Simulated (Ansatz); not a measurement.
Input for Ansatz (plane-wave DFT, PAW):

```yaml
crystal:
  lattice:
    - [3.7531840305, 0.0, 0.0]
    - [0.0, 3.7531840305, 0.0]
    - [0.0, 0.0, 3.7531840305]
  atoms:
    - { symbol: Mn, position: [0.0, 0.0, 0.0], spin: 4.07 }
    - { symbol: Pt, position: [0.0, 0.5, 0.5], spin: 0.17 }
    - { symbol: Pt, position: [0.5, 0.0, 0.5], spin: 0.17 }
    - { symbol: Pt, position: [0.5, 0.5, 0.0], spin: 0.17 }
basis:
  ecutwfc: 420
kpoints:
  mp_grid: { grid: [12, 12, 12] }
hamiltonian:
  xc: pbesol
scf:
  occupations: { method: gaussian, width: 0.1 }
output:
  forces: true
  stress: true
  eigenvalues: true
  populations: true
magnetization:
  spin_polarized: true
```

Command:
```bash
ansatz run input.yaml --threads 1 --pin off --max-ram 2560MiB --backend cpu --events-out ev --progress --plain --runs-dir out
```

Level of theory: DFT PBEsol, scalar-relativistic, plane waves, PAW in Ansatz 0.2.0.

Abridged output:

```
Pseudopotentials: kind: paw
Pseudopotential: Mn, paw, valence charge 15, recommended cutoff 420 eV (normal)
Pseudopotential: Pt, paw, valence charge 18, recommended cutoff 420 eV (normal)
Functional definition: PBEsol
Crystal: 4 atoms, lattice volume = 52.869 Å³
Basis set: ecut = 420 eV, 1021 PW (Γ), exchange–correlation on 54×54×54 points (8 copies of the dense FFT grid, shifted against one another)
Bands: 45, of which v1, the nominal top of the filled ones, is band 35 counted from 1 (34 counted from 0)
Symmetry: 48 space group operations
Space group: Pm-3m (ITA 221), of the structure as read, at distance tolerance 3.8e-5 Å
Magnetic group: BNS 221.92 (UNI 1594), of the structure as read, at distance tolerance 3.8e-5 Å
k-points: 84 of 1728
Initial density: superposition of atomic densities (chi_scale 0.1, normalization cell, long waves kept (reshape's long-wave potential 0.00 eV rms))
Starting moments: Σ|m| = 4.58 μB on 4 of 4 sites
Initial wavefunctions: pseudopotential atomic-orbital guess
Functional: x = pbesol(κ = 0.804, μ = 0.12345679), c = pbesol(β = 0.046)
SCF iter   1: F=—  HF=-41022.429673 eV  |F-HF|=—  |Δ(HF+E_count)|=         —  Δρ=8.71e-2 (↑7.06e-2 ↓8.71e-2) dr2=1.82e1  dr2_m=5.80e-2  M=4.125 μB ∫|m|=4.191 μB  β_m=0.30  ethr=3.10e-3  ⟨swp⟩=5.6  Hψ=25272  notcnv=0  defer=81
Mixer restart at iter 1: flushing history
spin=Collinear: Kerker preconditioning applied to the charge; magnetization (m = ρ↑ − ρ↓) channel mixes plain (no charge-response kernel on spin).
SCF iter   2: F=—  HF=-41022.141130 eV  |F-HF|=—  |Δ(HF+E_count)|=   2.89e-1  Δρ=5.82e-2 (↑4.25e-2 ↓5.82e-2) dr2=8.27e0  dr2_m=5.14e-2  M=4.105 μB ∫|m|=4.193 μB  β_m=0.54  ethr=3.10e-3  ⟨swp⟩=2.6  Hψ=13045  notcnv=0  defer=614
SCF iter   3: F=—  HF=-41021.095810 eV  |F-HF|=—  |Δ(HF+E_count)|=    1.05e0  Δρ=1.35e-2 (↑1.28e-2 ↓1.35e-2) dr2=7.50e-1  dr2_m=1.36e-3  M=4.129 μB ∫|m|=4.260 μB  β_m=0.59  ethr=3.10e-3  ⟨swp⟩=2.7  Hψ=13699  notcnv=0  defer=615
SCF iter   4: F=—  HF=-41020.880553 eV  |F-HF|=—  |Δ(HF+E_count)|=   2.15e-1  Δρ=1.10e-2 (↑1.10e-2 ↓9.58e-3) dr2=1.33e-1  dr2_m=1.03e-3  M=4.090 μB ∫|m|=4.234 μB  β_m=0.75  ethr=1.09e-3  ⟨swp⟩=2.1  Hψ=10100  notcnv=0  defer=647
SCF iter   5: F=—  HF=-41021.002631 eV  |F-HF|=—  |Δ(HF+E_count)|=   1.22e-1  Δρ=6.14e-3 (↑3.99e-3 ↓6.14e-3) dr2=4.36e-2  dr2_m=1.01e-3  M=4.065 μB ∫|m|=4.212 μB  β_m=0.88  ethr=1.93e-4  ⟨swp⟩=2.0  Hψ=12543  notcnv=0  defer=649
SCF iter   6: F=—  HF=-41021.022431 eV  |F-HF|=—  |Δ(HF+E_count)|=   1.98e-2  Δρ=3.37e-3 (↑3.37e-3 ↓1.16e-3) dr2=2.49e-3  dr2_m=2.26e-3  M=4.087 μB ∫|m|=4.238 μB  β_m=0.94  ethr=6.32e-5  ⟨swp⟩=2.0  Hψ=13137  notcnv=0  defer=648
SCF iter   7: F=—  HF=-41021.021858 eV  |F-HF|=—  |Δ(HF+E_count)|=   5.72e-4  Δρ=6.26e-4 (↑4.13e-4 ↓6.26e-4) dr2=9.92e-5  dr2_m=9.08e-5  M=4.082 μB ∫|m|=4.234 μB  β_m=0.81  ethr=3.61e-6  ⟨swp⟩=2.3  Hψ=10466  notcnv=0  defer=646
SCF iter   8: F=—  HF=-41021.021778 eV  |F-HF|=—  |Δ(HF+E_count)|=   8.03e-5  Δρ=4.40e-4 (↑4.40e-4 ↓2.99e-4) dr2=2.19e-5  dr2_m=6.04e-5  M=4.079 μB ∫|m|=4.231 μB  β_m=0.90  ethr=1.44e-7  ⟨swp⟩=2.0  Hψ=11130  notcnv=0  defer=646
SCF iter   9: F=—  HF=-41021.021775 eV  |F-HF|=—  |Δ(HF+E_count)|=   3.07e-6  Δρ=1.12e-4 (↑1.12e-4 ↓2.91e-5) dr2=7.81e-6  dr2_m=1.51e-6  M=4.080 μB ∫|m|=4.231 μB  β_m=0.95  ethr=3.17e-8  ⟨swp⟩=2.0  Hψ=9649  notcnv=0  defer=646
SCF iter  10: F=—  HF=-41021.021774 eV  |F-HF|=—  |Δ(HF+E_count)|=   1.00e-6  Δρ=5.05e-5 (↑5.05e-5 ↓1.47e-5) dr2=1.08e-6  dr2_m=4.36e-7  M=4.080 μB ∫|m|=4.231 μB  β_m=0.95  ethr=1.13e-8  ⟨swp⟩=1.0  Hψ=7563  notcnv=0  defer=646
SCF iter  11: F=—  HF=-41021.021774 eV  |F-HF|=—  |Δ(HF+E_count)|=   1.89e-7  Δρ=2.31e-6 (↑2.29e-6 ↓2.31e-6) dr2=1.08e-8  dr2_m=6.52e-11  M=4.080 μB ∫|m|=4.231 μB  β_m=0.93  ethr=1.56e-9  ⟨swp⟩=2.1  Hψ=9889  notcnv=0  defer=646
SCF iter  12: F=-41021.021774 eV  HF=-41021.021774 eV  |F-HF|=1.12e-8  |Δ(HF+E_count)|=   1.21e-9  Δρ=2.31e-6 (↑2.31e-6 ↓1.87e-6) dr2=1.20e-8  dr2_m=1.16e-10  M=4.080 μB ∫|m|=4.231 μB  ethr=1.57e-11  ⟨swp⟩=8.0  Hψ=29987  notcnv=0
SCF 1 converged in 12 iterations: F = -41021.021774 eV  dr2 = 1.20e-8
SCF converged after 12 iterations
Magnetization: 4.0795 μB (36.5398 up, 32.4602 down)
Absolute magnetization: 4.2329 μB (∫|ρ↑−ρ↓|, with the PAW one-centre terms)
Spin contamination: 0.1707 ħ² per cell (⟨S²⟩ above its minimum at these occupations)
Per-site moments (μB) at R_I (Å): [(3.50303214, 1.09473452), (0.17518780, 1.09473452), (0.17518780, 1.09473452), (0.17518780, 1.09473452)]
Free energy (F): -41021.021774 eV
Harris-Foulkes:  -41021.021774 eV  (|F-HF|=1.12e-8)
Internal energy: -41021.005976 eV  (E = F + TS)
E sigma→0 (E₀):  -41021.013875 eV
Entropy (-TS):   -0.015798 eV (-3.950 meV/atom)
Fermi energy:    24.733070 eV
--- Per-component energies (eV) ---
  E_band       = -438.164194
  E_kinetic    = 2232.816025
  E_local      = -5688.317653  (includes V_loc(G=0)·N_el)
  E_nonlocal   = 854.890364
  E_hartree    = 2200.020373
  E_xc         = -900.824469
  E_vxc        = -1061.486027  (∫ρ·V_xc dr)
  E_paw        = -29222.878299  (= ΣΔE_a)
  E_vpaw       = -1176.106795  (= ΣTr[D̂ρ^β])
  E_aug_tail   = 0.000542  (compensation charges beyond the density's cutoff)
  E_ewald      = -10497.743452
  E_core_change = 1.030594  (= ΣΔE_core)
  E_smearing   = -0.015798  (= −TS)
--- Forces (eV/Å), atoms counted from 1 ---
  atom   1  Mn     0.00000000     0.00000000     0.00000000
  atom   2  Pt     0.00000000     0.00000000     0.00000000
  atom   3  Pt     0.00000000     0.00000000     0.00000000
  atom   4  Pt     0.00000000     0.00000000     0.00000000
--- Stress (GPa, compression-positive) ---
       30.221841       0.000000       0.000000
        0.000000      30.221841       0.000000
        0.000000       0.000000      30.221841
  P = ⅓ Tr σ = 30.2218 GPa (302.218 kbar)
--- Band table (eV; the first three rows and the last of 168) ---
  k-point 0 ↑: bands = ["-74.2949", "-74.2317", "-74.2317", "-55.9751", "-28.7710", "-28.7710", "-28.7710", "-28.4195", "-28.4195", "-28.4195", "-28.2567", "-28.2567", "-28.2567", "-24.8499", "-24.8499", "-24.8499", "13.6842", "16.3851", "17.1777", "17.1777", "17.3689", "17.3689", "17.3689", "20.8021", "20.8021", "20.8021", "22.9564", "22.9564", "24.4200", "24.4200", "24.7396", "24.7396", "24.7396", "24.8842", "25.4437", "25.4437", "25.4437", "26.3215", "26.3215", "26.3215", "34.3343", "34.3343", "36.1062", "36.1062", "36.1062"]
  k-point 1 ↑: bands = ["-74.2939", "-74.2327", "-74.2317", "-55.9751", "-28.7659", "-28.7659", "-28.7626", "-28.4209", "-28.4209", "-28.4199", "-28.2658", "-28.2602", "-28.2602", "-24.8508", "-24.8502", "-24.8502", "13.7858", "16.4544", "17.2122", "17.2617", "17.4069", "17.4331", "17.4331", "20.7374", "20.8434", "20.8434", "22.8849", "22.9806", "24.3116", "24.3116", "24.3159", "24.3749", "24.7389", "24.7836", "25.0120", "25.0120", "25.4441", "25.8767", "27.1079", "27.1079", "34.2544", "34.3822", "36.1474", "36.1941", "36.1941"]
  k-point 2 ↑: bands = ["-74.2912", "-74.2355", "-74.2317", "-55.9751", "-28.7515", "-28.7515", "-28.7380", "-28.4256", "-28.4256", "-28.4212", "-28.2924", "-28.2700", "-28.2700", "-24.8535", "-24.8512", "-24.8512", "14.0844", "16.6533", "17.3062", "17.5065", "17.5180", "17.6245", "17.6245", "20.5541", "20.9635", "20.9635", "22.6745", "23.0518", "23.3671", "23.3671", "24.0275", "24.1968", "24.5387", "24.5900", "24.5900", "24.7371", "24.8144", "25.4449", "28.2889", "28.2889", "34.0371", "34.0987", "36.2018", "36.2018", "36.8159"]
  k-point 83 ↓: bands = ["-74.1385", "-74.1385", "-74.1385", "-52.1558", "-28.8393", "-28.5505", "-28.5505", "-28.5505", "-28.1786", "-28.1786", "-28.1020", "-28.1020", "-28.1020", "-21.1134", "-21.1134", "-21.1134", "16.8942", "16.8942", "16.8942", "17.1002", "20.1836", "20.1836", "20.1836", "21.3335", "21.3335", "21.3335", "22.2446", "22.2446", "23.8844", "24.0220", "24.0220", "24.0220", "25.0387", "25.0387", "25.0387", "26.6827", "26.6827", "26.6827", "27.0306", "27.0306", "31.5369", "31.5369", "31.5369", "34.1133", "39.3162"]
--- Löwdin populations: 4 sites ---
  site symbol q [e]    m [muB]
     0     Mn     14.5638     3.6123
     1     Pt     17.9153     0.1721
     2     Pt     17.9153     0.1721
     3     Pt     17.9153     0.1721
  spilling = 0.010002 (of n_electrons = 69.000000)
```

The run converged.

Time: 27 s on 1 thread of Oxide Virtual Turin-like Processor (Zen 5), on a shared host, peak memory 0.59 GiB.

Spin-orbit coupling is left out, which matters for the bands of heavy elements. Only parallel moments were tried here.